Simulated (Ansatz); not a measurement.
The elements of this relaxed trial crystal are hidden behind letters.

```
lattice vectors (Å)
   4.2904    0.0000    0.0000
   0.0000    4.2904    0.0000
   0.0000    0.0000   12.2022
fractional positions
X 0.0000 0.0000 0.7413
X 0.0000 0.0000 0.2587
X 0.5000 0.5000 0.0000
Z 0.5000 0.5000 0.5000
Q 0.5000 0.0000 0.3887
Q 0.0000 0.5000 0.1294
Q 0.5000 0.0000 0.8706
Q 0.0000 0.5000 0.6113
```

Theory: Ansatz 0.2.0, DFT PBE, scalar-relativistic, plane waves, PAW. Settings of the last relaxation (8-atom cell): 420 eV, 10×10×4 k points, Gaussian smearing of 0.10 eV, no spin polarisation.

```
Space group                                : P-4m2 (No. 115)
Conventional cell                          : a = 4.290 Å, c = 12.202 Å
Volume per atom                            : 28.08 Å³
Density                                    : 5.28 g/cm³
Formation energy                           : −0.26 eV/atom
Gap on the 10×10×4 mesh of the 8-atom cell : 0 eV (the bands meet within 0.015 eV)
```

Energies are uncorrected and count from the elements' standard states at the same level.

Question: X is a p-block element of period 5, Z is a p-block element of period 4 and Q is a p-block element of period 4. Which elements are they?

Answer: X = In, Z = Ga, Q = As, so the formula is In3GaAs4. Density times volume gives a mean mass of 5.28 × 28.08/1.6605 = 89.3 u per atom, and this set has 89.2 u. In on a site of symmetry 2mm has 4 As at 2.66–2.67 Å; Ga is surrounded by 4 As at 2.54 Å; As on its first site is surrounded by 2 Ga at 2.54 Å and 2 In at 2.67 Å; 2 more sites not described. Other sets within the hints have nearly the same mass, so mass alone doesn't settle it; this one was computed.

The zero gap may come from the functional, which often closes small gaps. A later test with randomly moved atoms came back to the same energy, though modes that don't fit the test's cell weren't probed.
